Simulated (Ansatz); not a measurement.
# Ca (Fm-3m), two-dimensional strain map

Method: DFT LDA, scalar-relativistic, plane waves, PAW (Ansatz). Settings: plane waves to 420 eV, k-mesh 14×14×14 (Γ-centred), Gaussian smearing 0.15 eV. No spin polarisation. Energies are free energies at this smearing, counted from the undisturbed cell; pressure is positive in compression.

The starting cell (as given, not relaxed at this level; it stands at -2.1 GPa):

```yaml
crystal:
  lattice:
    - [0.00000, 2.79420, 2.79420]
    - [2.79420, 0.00000, 2.79420]
    - [2.79420, 2.79420, 0.00000]
  atoms:
    - { symbol: Ca, position: [0.00000, 0.00000, 0.00000] }
```

The cell is strained by p along both x and y and by q along z, fractional coordinates fixed. Points are written (p, q).

Energy above the undisturbed cell in meV/atom (a dash: not computed):

```csv
p \ q,-0.080,-0.040,0.000,0.040,0.080
-0.080,-10.7,-28.2,-33.5,-27.0,-9.6
0.000,-31.2,–,0.0,–,60.6
0.080,58.9,–,134.0,–,223.9
```

Pressure in GPa:

```
 p \ q  -0.080  -0.040  0.000  0.040  0.080
-0.080     2.6     1.5    0.6   -0.2   -0.9
 0.000    -1.0       –   -2.1      –   -2.9
 0.080    -2.9       –   -3.5      –   -3.8
```